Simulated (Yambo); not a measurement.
A G0W0@PBEsol run in Yambo for Ca2Si (space group Pnma, No. 62) (2×2×1 Γ-centred k mesh, bands 9 to 349 and a 6 Ry block in the screening, 349 bands in G with the Bruneval-Gonze terminator, plasmon pole fitted at 27.2 eV) gives these matrix elements, in eV, at the band edges (Γ → Γ):

| state | E0 | <Vxc> | <Σx> | <Σc(E0)> | Z |
|---|---|---|---|---|---|
| valence edge | 0.000 | -10.435 | -10.961 | 0.365 | 0.752 |
| conduction edge | 0.230 | -9.697 | -5.269 | -4.010 | 0.766 |

Solve the linearised quasiparticle equation for both states, give the gap, and say how exchange and correlation each act on it.

E = E0 + Z(Σx + Σc − Vxc). Valence: 0.000 + 0.752 × (-10.961 + (0.365) − (-10.435)) = -0.12 eV. Conduction: 0.230 + 0.766 × (-5.269 + (-4.010) − (-9.697)) = 0.55 eV. The gap is 0.67 eV, against 0.23 eV in PBEsol. Replacing Vxc by bare exchange alone would open it by 4.95 eV; correlation takes back 4.37 eV of that, and Z scales what is left. Nearest settings tried, and what they do to the gap: 228 bands in W, 228 bands in G: -9 meV; 5 Ry block (425 vectors against 565): -14 meV; 1×2×1 mesh: -44 meV. So the settings aren't converged at that level. The k mesh is coarse. 

Geometry of the Materials Project entry, not relaxed at this level; primitive cell a = 7.605 Å, b = 4.832 Å, c = 9.022 Å, α = β = γ = 90.00°.

The structure is a Materials Project entry; no match was found in the copy of COD used, and its stability was not checked.
